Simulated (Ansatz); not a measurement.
# K₂InSbF₆: what symmetry allows forces and stress to be

```
CELL_PARAMETERS angstrom
0.00000 4.67203 4.67203
4.67203 0.00000 4.67203
4.67203 4.67203 0.00000
ATOMIC_POSITIONS crystal
K 0.75000 0.75000 0.75000
K 0.25000 0.25000 0.25000
In 0.50000 0.50000 0.50000
Sb 0.00000 0.00000 0.00000
F 0.74939 0.25061 0.25061
F 0.25061 0.25061 0.74939
F 0.25061 0.74939 0.74939
F 0.25061 0.74939 0.25061
F 0.74939 0.25061 0.74939
F 0.74939 0.74939 0.25061
```

All numbers below come from DFT r2SCAN, scalar-relativistic, plane waves, PAW (Ansatz 0.2.0).

Settings: cutoff 500 eV, Γ-centred mesh 6×6×6 on the computed 10-atom cell, Gaussian smearing of 0.02 eV; no spin polarisation.

This distorted cell has space group Fm-3m, with 48 operations.

Problem. Without a calculation: in which directions can each atom feel a force?

Solution. A force must be left unchanged by every operation that keeps its atom in place, so it lies in the space that those operations leave fixed. Atoms that the group maps onto each other feel forces of one size.
```tsv
atom	site symmetry	operations at the site	equivalent to atom	allowed force (Cartesian)
K1	-43m	24	1	none
K2	-43m	24	1	none
In3	m-3m	48	3	none
Sb4	m-3m	48	4	none
F5	4m.m	8	5	along (1.00, 0.00, 0.00)
F6	4m.m	8	5	along (0.00, 0.00, 1.00)
F7	4m.m	8	5	along (1.00, 0.00, 0.00)
F8	4m.m	8	5	along (0.00, 1.00, 0.00)
F9	4m.m	8	5	along (0.00, 1.00, 0.00)
F10	4m.m	8	5	along (0.00, 0.00, 1.00)
```

That leaves 1 independent force component of 30. A relaxation in this cell that keeps the symmetry moves the atoms in these directions alone.

Problem. And the stress tensor?

Solution. It must be invariant under the point group, which leaves 1 independent component: yz, xz, xy vanish; xx = yy, xx = zz, yy = zz.

Problem. Do the computed values obey this?

Solution. Yes. Forces (eV/Å):
```
K1   0.000  0.000  0.000
K2   0.000  0.000  0.000
In3  0.000  0.000  0.000
Sb4  0.000  0.000  0.000
F5  -1.036  0.000  0.000
F6   0.000  0.000 -1.036
F7   1.036  0.000  0.000
F8   0.000 -1.036  0.000
F9   0.000  1.036  0.000
F10  0.000  0.000  1.036
```

Stress (GPa, compression positive, xx yy zz yz xz xy): -1.94 -1.94 -1.94 0.00 0.00 0.00. The program imposes the same operations on density, forces and stress, so this confirms the analysis and is no independent test of the calculation.